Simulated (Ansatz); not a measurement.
Zr₂C in space group P4/nmm (No. 129; Zr on 2a, Zr on 2c, C on 2c) at seven volumes, PBEsol (plane waves, PAW; program Ansatz), shape and atoms relaxed at each. One row is withheld.

| V (Å³/atom) | P (GPa) |
|---|---|
| 13.585 | 19.45 |
| 14.033 | 11.92 |
| 14.481 | 5.48 |
| 14.929 | 0.00 |
| 15.377 | -4.70 |
| 15.824 | -8.73 |
| 16.272 | ? |

Question: Fit the shown pressures and predict the withheld one.

Answer: Third-order Birch–Murnaghan: P = (3/2)B₀(x^(7/2) − x^(5/2))[1 + (3/4)(B′ − 4)(x − 1)] with x = (V₀/V)^(2/3). Least squares on the six rows gives V₀ = 14.929 Å³/atom, B₀ = 169.2 GPa, B′ = 4.19. At V = 16.272, x = 0.9442 and P = -12.17 GPa. The run itself gave -12.17 GPa.

A made-up cell: these elements were put on the sites of a structure type; neither database checked (COD, Materials Project) lists it. Its standing as an ambient phase is unchecked. Symmetry was held in the PBEsol relaxation; its stability against distortions is not shown here. The run is not spin-polarised.

Potentials: the earlier of the program's two PAW sets. The files were generated under PBE; for other functionals the program regenerates the frozen cores, and for LDA and PBEsol the local potential too.
